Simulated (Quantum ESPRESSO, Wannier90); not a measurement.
## Wannier functions of GaP (zinc blende)

```xyz
2
Lattice="0.0000 2.7258 2.7258 2.7258 0.0000 2.7258 2.7258 2.7258 0.0000" Properties=species:S:1:pos:R:3 pbc="T T T"
Ga     0.0000     0.0000     0.0000
P     -1.3629    -1.3629    -1.3629
```

Materials Project entry mp-2490; symmetrised, unrelaxed at this level. COD (Crystallography Open Database) has an entry of this formula and space group (matched by these alone). Computed values, not measurements, from LDA: Quantum ESPRESSO (norm-conserving PseudoDojo potentials, cutoff 64 Ry, no spin polarisation, no spin-orbit coupling) on a Γ-centred 10×10×10 mesh, then Wannier90. Density: 10×10×10 mesh, cold smearing 0.01 Ry.

A tight-binding model is made by disentanglement and projection with no localisation steps (num_iter = 0), so the 8 orbitals stay atom-like: hydrogen-like Ga: s;p; P: s;p, axes along x, y, z; frozen window up to 2.95 eV relative to the valence-band maximum. It follows pw.x to 9.3 meV rms for states up to 2.5 eV relative to the valence-band maximum. Matrix elements depend on this choice of orbitals and windows.

What are the on-site energies relative to the valence-band maximum, and how fast do the hoppings decay?


```tsv
atom	orbitals	energy (eV)
Ga1	s	-2.45
Ga1	pz px py	3.32
P2	s	-7.01
P2	pz px py	0.51
```

```csv
distance of the centres (Å),largest modulus (eV)
2–3,1.6
3–4,0.55
4–5,0.072
5–6,0.12
6–7,0.040
7–8,0.039
8–9,0.020
9–10,0.0053
10–11,0.0047
11–12,0.0041
12–13,0.0029
```
